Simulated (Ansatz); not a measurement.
Relaxed candidate structures of Ba:

**A**
```
Ba
1.0
    4.51890     0.00000     0.00000
   -2.25945     3.91348     0.00000
    0.00000     0.00000     7.48890
Ba
2
Cartesian
  2.25945   1.30449   5.61667
  0.00000   2.60899   1.87223
```

**B**
```xyz
2
Lattice="0.0000 3.7847 3.7847 3.7847 0.0000 3.7847 3.7847 3.7847 0.0000" Properties=species:S:1:pos:R:3 pbc="T T T"
Ba     5.6771     5.6771     5.6771
Ba     3.7847     3.7847     3.7847
```

**C**
```cif
data_Ba3
_chemical_formula_sum 'Ba3'
_space_group_name_H-M_alt 'P 1'
_space_group_IT_number 1
_cell_length_a 6.98620
_cell_length_b 6.98620
_cell_length_c 6.98620
_cell_angle_alpha 60.000
_cell_angle_beta 60.000
_cell_angle_gamma 60.000
loop_
_space_group_symop_operation_xyz
  'x, y, z'
loop_
_atom_site_label
_atom_site_type_symbol
_atom_site_fract_x
_atom_site_fract_y
_atom_site_fract_z
_atom_site_occupancy
Ba1 Ba 0.75000 0.75000 0.75000 1
Ba2 Ba 0.25000 0.25000 0.25000 1
Ba3 Ba 0.50000 0.50000 0.50000 1
```

Question: Put the candidates in order of energy per atom, lowest first, for r2SCAN (plane waves to 500 eV, PAW, scalar-relativistic; Ansatz, a quantum-chemistry and plane-wave program).

Answer: A (reference), C (+0.48 eV/atom), B (+0.83 eV/atom)

The lowest structure calculated, Im-3m, cI2, bcc (W type), is not among these; it lies 0.03 eV/atom below the lowest of them. Probably no minimum, since a slightly shaken restart fell lower: P6₃/mmc, hP2, hcp (Mg type) (by 0.03 eV/atom, to Im-3m); Fd-3m, cF8, diamond type (by 0.86 eV/atom, to I4/mmm). 2 runs with a doubtful electronic state, a coarser numerical grid, an end not at rest or a source that can't be used are left out. Each run could gain symmetry but not lose that of its start, so entries can be saddle points. From databases, or of a type measured for this composition: P6₃/mmc, hP2, hcp (Mg type); the others are generated cells (placed on structure types, drawn at random, substituted or restacked) that were not matched to a known phase here. Energies are at zero temperature and pressure, without zero-point motion. Each cell has its own k-point mesh; energy differences are given only to the digits this allows. No spin polarisation in the result.
